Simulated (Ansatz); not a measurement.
NbAu₂ (space group P6/mmm)

```xyz
3
Lattice="4.6605 0.0000 0.0000 -2.3302 4.0361 0.0000 0.0000 0.0000 2.7461" Properties=species:S:1:pos:R:3 pbc="T T T"
Nb     0.0000     0.0000     0.0000
Au     2.3302     1.3454     1.3730
Au     0.0000     2.6907     1.3730
```

The slice is a (-1 2 -1 0) plane (indices of the conventional cell) through the point (0.000, 0.000, 0.000) (fractional), spanned by u = [001] and v = [210] in vectors of this cell: u (2.75 Å) and v (8.07 Å, at 90° to u). It covers one period; positions are fractions (u, v).

Method: r2SCAN (plane waves to 500 eV, PAW, scalar-relativistic; Ansatz, a program for electronic structure). k mesh 12×12×17. Inside the PAW spheres the values are not all-electron values, and peaks at nuclei hang on which shells count as valence. NbAu2 is run without spin polarisation. NbAu2 was relaxed with its symmetry unable to fall. Spin-orbit coupling is left out, though Au is heavy.

**Question.** Predict the map of the electron localisation function (ELF) on the slice.

**Answer.** 
```
|xxxx%%------%%xx|
|@@%%--..::..--%%|
|::    ..--..    |
|    ::------::  |
|..::----------::|
|..::==++++++==::|
|..::++xxxxxx++::|
|..::++xxxxxx++::|
|..::++xxxxxx++::|
|....--++**++--..|
|  ....::::::....|
|    ..........  |
|  ....::::::....|
|....--++**++--..|
|..::++xxxxxx++::|
|..::++xxxxxx++::|
|..::++xxxxxx++::|
|..::==++++++==::|
|..::----------::|
|    ::------::  |
|::    ..--..    |
|@@%%--..::..--%%|
|xxxx%%------%%xx|
|xxxx@@==--==@@xx|
```
Scale: ten equal steps from 0.13 (start of ' ') to 0.78 (end of '@'), in the order ' .:-=+*#%@'. Values: electron localisation function (ELF). The map has 8 points along u (two characters each, u = 0 at the left) and 24 along v (v = 0 in the bottom row). Points within 0.5 Å of a nucleus are blanked (x), as the pseudised field means little there.
